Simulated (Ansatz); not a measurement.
A crystal relaxed with r2SCAN in the PAW code Ansatz has space group P3m1 (No. 156) and a = 4.112 Å, c = 10.095 Å.

```
atom  site       x       y       z
  Ga    1a  0.0000  0.0000  0.9936
  Ga    1c  0.6667  0.3333  0.6734
  In    1b  0.3333  0.6667  0.3348
  Xx    1c  0.6667  0.3333  0.9167
  Xx    1b  0.3333  0.6667  0.5961
  Xx    1a  0.0000  0.0000  0.2355
```

The r2SCAN gap is direct at Γ: 0.30 eV. With HSE06 the gap is 0.65 eV and direct, at Γ. Meshes: r2SCAN 12×12×4, HSE06 6×6×2.

Task: Which element is Xx?
A. As
B. N
C. Sb
D. Bi

Result: A. Xx is As: InGa2As3 as one 6-atom ordering (P3m1) on the zincblende lattice. Ga is surrounded by 4 As at 2.44–2.50 Å; Ga is surrounded by 4 As at 2.46–2.50 Å; In is surrounded by 4 As at 2.58–2.64 Å; As is surrounded by 4 Ga at 2.46–2.50 Å; As is surrounded by 3 Ga at 2.50 Å and 1 In at 2.64 Å; As is surrounded by 1 Ga at 2.44 Å and 3 In at 2.58 Å.

Simulation only: spin-unpolarised, and no claim that this is the phase found in nature.

Spin-orbit coupling is left out, which matters wherever the heavy atoms make up the band edges.

The meshes of the hybrids are coarse, so their gaps aren't converged to the digits shown.
